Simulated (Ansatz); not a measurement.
SiGeC$_{2}$:
```cif
data_C2GeSi
_chemical_formula_sum 'Si1 C2 Ge1'
_space_group_name_H-M_alt 'P-4m2'
_space_group_IT_number 115
_space_group_name_Hall 'P -4 -2'
_cell_length_a 3.17790
_cell_length_b 3.17790
_cell_length_c 4.48703
_cell_angle_alpha 90.000
_cell_angle_beta 90.000
_cell_angle_gamma 90.000
loop_
_atom_site_label
_atom_site_type_symbol
_atom_site_symmetry_multiplicity
_atom_site_Wyckoff_symbol
_atom_site_fract_x
_atom_site_fract_y
_atom_site_fract_z
_atom_site_occupancy
Si1 Si 1 a 0.00000 0.00000 0.00000 1
C1 C 2 g 0.50000 0.00000 0.23548 1
Ge1 Ge 1 c 0.50000 0.50000 0.50000 1
```

Relaxed with PBE.

Task: Which orbitals make up the states near the band edges in PBE in the plane-wave PAW code Ansatz?

Result: Top 1 eV of the valence band: C 2p 81 %, Ge 4p 11 %. Bottom 1 eV of the conduction band: C 2s 27 %, Si 3p 26 %, Ge 4p 24 %, C 2p 8 %, outside the projected shells 13 %. Projections are on Löwdin-orthogonalised atomic valence shells; empty p or d shells of many metals are not among them.

Task: Tabulate the density of states.

Result: States/eV per cell of 4 atoms, in 0.25 eV bins, energy from the valence-band maximum.

```
E (eV)  total  C 2p  Ge 4p  Si 3p
------  -----  ----  -----  -----
-7.85    2.16  0.91   0.15   0.19
-7.60    2.26  0.95   0.16   0.18
-7.35    1.50  0.64   0.13   0.13
-7.10    1.12  0.47   0.10   0.10
-6.85    0.90  0.38   0.08   0.09
-6.60    0.72  0.31   0.06   0.07
-6.35    0.67  0.29   0.06   0.07
-6.10    0.65  0.29   0.05   0.07
-5.85    0.61  0.28   0.05   0.08
-5.60    0.59  0.28   0.05   0.08
-5.35    1.16  0.59   0.16   0.21
-5.10    1.37  0.73   0.23   0.25
-4.85    1.27  0.68   0.21   0.21
-4.60    1.56  0.84   0.27   0.24
-4.35    1.53  0.84   0.25   0.24
-4.10    1.51  0.85   0.24   0.24
-3.85    1.79  1.03   0.27   0.30
-3.60    1.99  1.18   0.29   0.34
-3.35    2.16  1.31   0.32   0.37
-3.10    2.20  1.36   0.34   0.34
-2.85    2.22  1.41   0.33   0.34
-2.60    2.30  1.50   0.32   0.34
-2.35    2.10  1.40   0.28   0.30
-2.10    1.99  1.36   0.28   0.25
-1.85    1.97  1.39   0.28   0.22
-1.60    1.94  1.40   0.30   0.16
-1.35    1.67  1.24   0.25   0.11
-1.10    1.83  1.40   0.27   0.10
-0.85    1.25  0.98   0.15   0.07
-0.60    0.88  0.72   0.09   0.04
-0.35    0.56  0.47   0.05   0.02
-0.10    0.12  0.11   0.01   0.00
0.15     0.00  0.00   0.00   0.00
0.40     0.00  0.00   0.00   0.00
0.65     0.00  0.00   0.00   0.00
0.90     0.00  0.00   0.00   0.00
1.15     0.00  0.00   0.00   0.00
1.40     0.00  0.00   0.00   0.00
1.65     0.02  0.00   0.01   0.01
1.90     0.10  0.01   0.03   0.03
2.15     0.21  0.02   0.05   0.06
2.40     0.29  0.03   0.07   0.08
2.65     0.40  0.04   0.09   0.10
2.90     0.48  0.06   0.10   0.12
3.15     0.59  0.09   0.12   0.14
3.40     0.74  0.13   0.15   0.18
3.65     0.87  0.17   0.17   0.20
3.90     1.07  0.22   0.19   0.23
4.15     1.47  0.32   0.24   0.29
4.40     2.22  0.50   0.34   0.42
4.65     2.20  0.54   0.31   0.40
4.90     2.71  0.63   0.38   0.45
5.15     2.22  0.52   0.36   0.31
5.40     1.41  0.33   0.23   0.15
5.65     1.16  0.30   0.16   0.10
5.90     0.92  0.26   0.09   0.07
6.15     1.42  0.35   0.23   0.17
6.40     2.68  0.59   0.55   0.43
```

The start of the workflow was typed in or built on a structure type; neither database checked (COD, Materials Project) lists it. Whether it is the stable phase at ambient conditions was not checked. The PBE relaxation kept the symmetry of its start; whether a distortion lowers the energy is not shown. Scalar-relativistic: spin–orbit coupling is off unless named, which matters more the heavier the elements.

Potentials: the earlier of the program's two PAW sets.
